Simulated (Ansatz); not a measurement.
An Ansatz (a quantum-chemistry and plane-wave program) run. Input:

Ansatz 0.2 input:
```yaml
crystal:
  lattice:
    - [2.7590811861, 0.0, 0.0]
    - [-1.379540593, 2.3894343982, 0.0]
    - [0.0, 0.0, 8.9097845213]
  atoms:
    - { symbol: Re, position: [0.0, 0.0, 0.0] }
    - { symbol: Re, position: [0.0, 0.0, 0.5] }
    - { symbol: Re, position: [0.3333333333, 0.6666666667, 0.25] }
    - { symbol: Re, position: [0.6666666667, 0.3333333333, 0.75] }
kpoints:
  mp_grid: { grid: [17, 17, 5] }
hamiltonian:
  xc: r2scan
  pseudopotentials: { kind: paw }
scf:
  occupations: { method: gaussian, width: 0.1 }
checkpoint: { read: metal.run }
output: { bader: true, populations: true }
```

Output (shortened):

```
Pseudopotential: Re, paw, valence charge 15
Functional definition: r2SCAN
Crystal: 4 atoms, lattice volume = 58.739 Å³
Basis set: ecut = 500 eV, 1425 PW (Γ), exchange–correlation on 96×96×288 points (64 copies of the dense FFT grid, shifted against one another)
Bands: 36, of which v1, the nominal top of the filled ones, is band 30 counted from 1 (29 counted from 0)
Symmetry: 24 space group operations
Space group: P63/mmc (ITA 194), of the structure as read, at distance tolerance 3.9e-5 Å
k-points: 99 of 1445
Stability of the state it starts from, as read at its close in the unpolarized treatment …
iter 1 solved again at ethr=1.80e-8 eV; its pass at ethr=3.10e-3 eV (dr2=1.08e-5 eV) is discarded
SCF iter   1: F=—  HF=-43523.267470 eV  |F-HF|=—  |Δ(HF+E_count)|=         —  Δρ=7.35e-7  dr2=2.77e-10  dr2_τ=3.16e-11  ethr=1.80e-8  ⟨swp⟩=4.0  Hψ=22971  notcnv=0
preconditioner: auto → Kerker (q_TF=auto, 2.738 Å⁻¹)
SCF iter   2: F=-43523.267470 eV  HF=-43523.267470 eV  |F-HF|=0.00e0  |Δ(HF+E_count)|=   3.73e-8  Δρ=3.94e-7  dr2=4.91e-11  dr2_τ=4.80e-11  ethr=1.00e-12  ⟨swp⟩=5.7  Hψ=12225  notcnv=0
SCF 1 converged in 2 iterations: F = -43523.267470 eV  dr2 = 4.91e-11
SCF converged after 2 iterations
Free energy (F): -43523.267470 eV
Harris-Foulkes:  -43523.267470 eV  (|F-HF|=0.00e0)
Internal energy: -43523.256778 eV  (E = F + TS)
E sigma→0 (E₀):  -43523.262124 eV
Entropy (-TS):   -0.010692 eV (-2.673 meV/atom)
Fermi energy:    23.960483 eV
--- Per-component energies (eV) ---
  E_band       = -345.511209
  E_kinetic    = 2167.928276
  E_local      = -3028.225448  (includes V_loc(G=0)·N_el)
  E_nonlocal   = 197.499872
  E_hartree    = 1088.776325
  E_xc         = -1548.182143
  E_vxc        = -1363.587157  (∫ρ·V_xc dr)
  E_paw        = -34756.748100  (= ΣΔE_a)
  E_vpaw       = -567.872663  (= ΣTr[D̂ρ^β])
  E_aug_tail   = -0.000136  (compensation charges beyond the density's cutoff)
  E_vtau       = 71.193705  (kinetic-family band-sum trace: ∫τ·v_τ [+ j·A + Jᵃ·Aᵃ] dr)
  E_ewald      = -7642.421942
  E_core_change = -1.883482  (= ΣΔE_core)
  E_smearing   = -0.010692  (= −TS)
  E_closure    = 0.000000  (closes the sum)
  Σ components = -43523.267470   (vs F -43523.267470, Δ=0.00e0)
  [band-id]    e_kinetic+e_local+e_nonlocal+2·e_hartree+e_vxc+e_vpaw+e_augmentation_tail+e_vtau = -345.510901   (vs E_band -345.511209, Δ=3.08e-4)
--- Band table (eV; the first three rows and the last of 99) ---
  k-point 0: bands = ["-57.8763", "-57.8270", "-57.7784", "-57.7284", "-19.8190", "-19.2168", "-19.1141", "-18.6695", "-18.6695", "-18.5774", "-18.5774", "-18.5751", "-18.5751", "-18.4816", "-18.4816", "-18.4645", "13.4910", "15.9400", "16.0050", "16.9190", …
  k-point 1: bands = ["-57.8731", "-57.8352", "-57.7702", "-57.7317", "-19.7882", "-19.3777", "-18.9488", "-18.6650", "-18.6650", "-18.6052", "-18.6052", "-18.5471", "-18.5471", "-18.4998", "-18.4863", "-18.4863", "13.6179", "15.2617", "16.5270", "16.9248", …
  k-point 2: bands = ["-57.8640", "-57.8503", "-57.7549", "-57.7410", "-19.6983", "-19.5570", "-18.7577", "-18.6518", "-18.6518", "-18.6312", "-18.6312", "-18.6017", "-18.5208", "-18.5208", "-18.4998", "-18.4998", "13.9866", "14.5591", "16.8240", "16.9185", …
  k-point 98: bands = ["-57.7331", "-57.7329", "-57.6834", "-57.6832", "-19.5187", "-19.5127", "-19.4561", "-19.3988", "-19.2791", "-19.2554", "-19.1940", "-19.1491", "-18.8584", "-18.8409", "-18.7975", "-18.7385", "18.6351", "18.6447", "19.2116", "19.2991", …
--- Löwdin populations: 4 sites ---
  site symbol       q [e]
     0     Re     14.8527
     1     Re     14.8527
     2     Re     14.8286
     3     Re     14.8286
  spilling = 0.010626 (of n_electrons = 60.000000)
--- Bader charges: 4 sites ---
  site symbol  charge [e]  shift [e]
     0     Re     -0.0506     0.0001
     1     Re     -0.0506     0.0001
     2     Re      0.0506     0.0001
     3     Re      0.0506     0.0001
  shift: an alarm, by how much a part of what the PAW files miss would move the charge. Where it is large, compare
  with a run on PAW files of another source; a small one proves nothing
  estimated error of the sums over rays = 7.1e-4 e
```

Cost: around 25 core-seconds (rough) on shared cores.

Space group P6_3/mmc (dhcp (α-La type)). The workflow started from a Materials Project entry (that database holds measured and hypothetical structures alike). Its sites differ from those of the usual phase in this space group: another stacking or structure type. The cell was relaxed with r²SCAN under the symmetry of its start; of distortions, only those at the zone centre were tested. The run is not spin-polarised. Spin–orbit coupling is left out wherever it is not named.

Potentials: the later of the program's two PAW sets.

Ansatz is a plane-wave DFT program.
